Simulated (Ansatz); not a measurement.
A geometry of PtSe2 away from equilibrium: the start of the relaxation of a generated trial cell of PtSe2 in the cotunnite structure type. Level of theory: PBE (plane waves to 420 eV, PAW, scalar-relativistic; Ansatz, an electronic-structure program). Γ-centred k-mesh 3×5×3 on the run's cell (coarser than for final values), Fermi–Dirac smearing 0.05 eV.

```xyz
12
Lattice="7.1481 0.0000 0.0000 0.0000 4.2532 0.0000 0.0000 0.0000 8.4846" Properties=species:S:1:pos:R:3:forces:R:3 pbc="T T T" free_energy=-93841.572 pressure_GPa=-9.5
Pt     5.2731     1.0633     5.0559   -0.5380    0.0000   -0.7984
Pt     1.6991     1.0633     7.6709   -0.5380    0.0000    0.7984
Pt     1.8749     3.1899     3.4286    0.5380    0.0000    0.7984
Pt     5.4490     3.1899     0.8137    0.5380    0.0000   -0.7984
Se     4.4675     1.0633     7.8202    0.2580    0.0000   -0.3498
Se     0.8935     1.0633     4.9066    0.2580    0.0000    0.3498
Se     2.6805     3.1899     0.6643   -0.2580    0.0000    0.3498
Se     6.2546     3.1899     3.5779   -0.2580    0.0000   -0.3498
Se     3.7184     1.0633     2.8593   -0.8331    0.0000    0.6655
Se     0.1444     1.0633     1.3830   -0.8331    0.0000   -0.6655
Se     3.4296     3.1899     5.6253    0.8331    0.0000   -0.6655
Se     7.0037     3.1899     7.1016    0.8331    0.0000    0.6655
```

Positions in Å, forces in eV/Å, free energy of the cell in eV (comparable only within this code, potentials and settings). Largest force: 1.07 eV/Å, on Se9, Se10, Se11, Se12 (atoms numbered as listed); the geometry lies 0.66 eV/atom above the end of its relaxation.

No spin polarisation in the result. Without a van der Waals term the distances between weakly bound units are poorly fixed.

The run could not lose the symmetry of its start, so the end can be a saddle point.

The end of the path is a generated cell of PtSe2: the first start was made by placing the elements on the sites of a structure type, and the end was not matched to a known phase here, so it may be hypothetical. Known forms of PtSe2 include space group No. 164.
